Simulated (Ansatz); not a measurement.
Relaxed-ion elastic tensor of Cu₃Au (Cu3Au type, Pm-3m) in GPa (Voigt order), PBE in the plane-wave PAW code Ansatz; density 11.91 g/cm³, 13.51 Å³ per atom.

```
 180   123   123   0.0   0.0   0.0
 123   180   123   0.0   0.0   0.0
 123   123   180   0.0   0.0   0.0
 0.0   0.0   0.0  64.5   0.0   0.0
 0.0   0.0   0.0   0.0  64.5   0.0
 0.0   0.0   0.0   0.0   0.0  64.5
```

Q: Is the crystal mechanically stable?

A: Yes: the smallest eigenvalue of C is 57.0 GPa.

Q: Work out the Voigt, Reuss and Hill averages.

A: K_V = 142, K_R = 142, K_H = 142; G_V = 50.1, G_R = 42.9, G_H = 46.5 GPa.

Q: Give Young's modulus, Poisson's ratio, Pugh's ratio and the universal anisotropy index.

A: E = 9KG/(3K + G) = 126 GPa; ν = 0.35; K/G = 3.05 (ductile by the Pugh limit of 1.75); A_U = 5G_V/G_R + K_V/K_R − 6 = 0.85.

Q: Estimate the sound speeds and the Debye temperature.

A: v_l = √((K + 4G/3)/ρ) = 4140 m/s, v_t = √(G/ρ) = 1980 m/s, mean 2220 m/s; Θ = (h/k)(3n/4πV)^(1/3) v_m = 278 K.

Q: Give the Zener ratio and Young's modulus along [100], [110] and [111].

A: A = 2C44/(C11 − C12) = 2.26; 1/E = S11 − 2(S11 − S12 − S44/2)Γ with Γ = 0, 1/4, 1/3 gives 80.1, 132, 168 GPa.

The cell was relaxed with PBE under the symmetry of its start; of distortions, only those at the zone centre were tested. The run is not spin-polarised. As this level gives no gap, shear constants depend on the k-mesh and smearing (Fermi–Dirac, 0.1 eV here). Spin–orbit coupling is left out wherever it is not named.

Potentials: the later of the program's two PAW sets.
